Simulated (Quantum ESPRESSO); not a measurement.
## Al3SnNb3In (a guest atom moved from site to site)

Computed values, not a measurement. The program is pw.x of Quantum ESPRESSO 7.5 (plane-wave density functional theory). The cell is made up: eight metal atoms on a hexagonal close-packed lattice, with elements, volume, strain and displacements drawn at random and not relaxed, so it may be unstable or far from any real phase. PseudoDojo standard norm-conserving files set the functional (PBE unless stated); there is no spin polarisation or spin-orbit coupling, the Fermi-Dirac width of 0.25 eV means electrons at about 2900 K, and the masses in the input are unused placeholders. The tin pseudopotential is less sure than most, with forces differing by about three percent from a second method on plain tin. A spin test at this wide smearing found no moment, but such smearing suppresses magnetism that the real alloy may have.

The runs move one Al atom among sites that otherwise hold Nb. Cell, positions, cutoff, mesh and smearing stay as in the input of run 1; sites are counted in its order. Stress in the tables is positive in tension.

Input of run 1:

```
&control calculation='scf', pseudo_dir='./dojo.nc.sr.pbe.v0_5.standard.upf', outdir='./o', disk_io='minimal', tprnfor=.true., tstress=.true. /
&system ibrav=0, nat=8, ntyp=4, nbnd=50, ecutwfc=82.02448710, nosym=.true., tot_charge=0,
 occupations='smearing', smearing='fd', degauss=0.0183746611
/
&electrons conv_thr=1.470e-08, electron_maxstep=70, mixing_beta=0.5 /
ATOMIC_SPECIES
Al 1.0 Al.upf
In 1.0 In.upf
Nb 1.0 Nb.upf
Sn 1.0 Sn.upf
CELL_PARAMETERS angstrom
-2.9329 -0.0433 0.0028
0.0797 5.1443 -4.6319
-0.0704 -5.2675 -4.7637
ATOMIC_POSITIONS angstrom
Al 0.0334 -0.0004 -0.0192
Al -0.0403 1.6952 -2.351
Sn 0.0719 -0.033 -4.708
Nb 0.0152 1.6693 -7.027
Nb -1.4621 -0.9161 -2.3688
Nb -1.5272 -2.6117 -4.7614
In -1.4729 -0.9939 -7.0436
Al -1.4295 2.4868 -4.6346
K_POINTS automatic
8 4 4 1 1 1
```

```
run  elements on sites 1 to 8  free energy less that of run 1 (eV)  -TS (eV)  pressure (GPa)  stress xx (GPa)  stress yy (GPa)  stress zz (GPa)  stress yz (GPa)  stress xz (GPa)  stress xy (GPa)  iterations
  1   Al Al Sn Nb Nb Nb In Al                                0.000    -1.175            7.97            -8.05            -6.86            -8.99             1.72            -0.22             0.62          15
  2   Al Nb Sn Al Nb Nb In Al                               -0.037    -1.100            7.92            -8.38            -5.65            -9.73            -1.04            -1.17             1.52          15
  3   Al Nb Sn Nb Al Nb In Al                               -0.006    -1.145            7.82            -6.61            -4.34           -12.50             1.18            -0.35             1.55          16
  4   Al Nb Sn Nb Nb Al In Al                               -0.691    -0.994            6.93            -8.08            -6.19            -6.53             0.69            -0.32             1.28          15
```

Forces Fx Fy Fz (eV/Å):

```
site             run 1              run 2             run 3              run 4
   1  -0.10 0.61 -0.52   -0.10 0.41 -0.66  -0.08 0.62 -0.49   -0.10 0.41 -0.83
   2   0.15 -0.45 0.60   0.23 -0.29 -0.49  0.25 -0.97 -0.11     0.37 0.57 0.63
   3   -0.40 0.35 0.85    -0.36 0.39 0.77  -0.28 -0.07 1.02    -0.24 0.62 1.20
   4  -0.10 -0.21 0.00    0.07 0.82 -0.37    0.01 0.46 0.18  -0.06 -0.50 -0.35
   5    0.33 0.45 1.27    0.17 -1.24 1.44  -0.02 -0.07 0.79    0.14 -0.44 0.92
   6   0.05 -1.56 0.08    0.12 -0.93 1.44   0.20 -1.08 0.92    0.03 -1.47 0.62
   7   0.15 0.12 -1.67  -0.03 -0.12 -1.73   0.04 0.24 -1.75   -0.01 0.02 -1.48
   8  -0.07 0.69 -0.62   -0.10 0.97 -0.40  -0.11 0.87 -0.55   -0.13 0.78 -0.70
```

The sites are displaced and not relaxed, so the energy differences mix bonding between neighbours with strain and are not ordering energies. A rerun of one cell of this series at a higher cutoff and on a denser mesh moved values by no more than 0.004 eV in energy, 0.05 GPa in stress and 0.009 eV/Å in force, and a second program with other atomic files agreed on that cell to 2 % rms in force and 0.5 GPa in pressure.